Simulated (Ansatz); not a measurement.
Cu Kα1 powder pattern (kinematic, no thermal factors).
2θ (°) (relative intensity): 16.72 (100), 27.47 (54), 32.33 (21), 33.81 (17), 42.93 (44), 44.10 (13), 48.57 (21), 51.72 (22), 56.70 (15), 59.55 (10), 60.49 (6), 64.13 (4), 66.80 (5), 67.67 (4), 73.67 (12), 77.83 (14), 80.30 (4), 84.37 (1), 86.80 (9), 87.61 (4)

The pattern is computed from a structure relaxed with DFT PBE, scalar-relativistic, plane waves, PAW in Ansatz. No spin polarisation. Its elements are Al, As.

Problem. Give the structure.

Solution. Al$_{5}$As.
Space group F-43m (No. 216). a = 9.176 Å, b = 9.176 Å, c = 9.176 Å, α = 90.00°, β = 90.00°, γ = 90.00°
```
atom  site  symmetry       x       y       z
  Al   16e       .3m  0.0992  0.4008  0.9008
  Al    4a      -43m  0.0000  0.0000  0.0000
  As    4d      -43m  0.2500  0.2500  0.7500
```

A pattern alone doesn't exclude other cells with like lines; this is the one computed.

Another cell of Al5As relaxed alike, in Cmmm, lies 0.46 eV/atom lower, so this cell isn't the stable form at this level.

It was reached by relaxing an invented guess, and it needn't be the stable form of this composition.
